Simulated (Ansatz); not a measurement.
Ca3Si4Ir4:
```yaml
crystal:
  lattice:
    - [-3.71065, 3.71065, 3.71065]
    - [3.71065, -3.71065, 3.71065]
    - [3.71065, 3.71065, -3.71065]
  atoms:
    - { symbol: Si, position: [0.63335, 0.63335, 0.63335] }
    - { symbol: Si, position: [0.36665, 0.00000, 0.00000] }
    - { symbol: Si, position: [0.00000, 0.00000, 0.36665] }
    - { symbol: Si, position: [0.00000, 0.36665, 0.00000] }
    - { symbol: Ir, position: [0.27805, 0.27805, 0.27805] }
    - { symbol: Ir, position: [0.72195, 0.00000, 0.00000] }
    - { symbol: Ir, position: [0.00000, 0.00000, 0.72195] }
    - { symbol: Ir, position: [0.00000, 0.72195, 0.00000] }
    - { symbol: Ca, position: [0.00000, 0.50000, 0.50000] }
    - { symbol: Ca, position: [0.50000, 0.00000, 0.50000] }
    - { symbol: Ca, position: [0.50000, 0.50000, 0.00000] }
```

Relaxed with r²SCAN.

**Question.** Give the Bader charges and basin volumes of the independent atoms, plane-wave PAW r²SCAN (Ansatz code).

**Answer.** 

```
atom  Bader charge (e)  Bader volume (Å³)
----  ----------------  -----------------
Si1              +0.94               13.8
Ir5              -2.01               27.1
Ca9              +1.42               13.6
```

Space group I-43m. The workflow started from an entry of the Crystallography Open Database (COD). Its standing as an ambient phase is unchecked. The cell was relaxed with r²SCAN under the symmetry of its start; whether a distortion lowers the energy is not shown. The run is not spin-polarised. Spin–orbit coupling is left out wherever it is not named.

Potentials: the later of the program's two PAW sets.
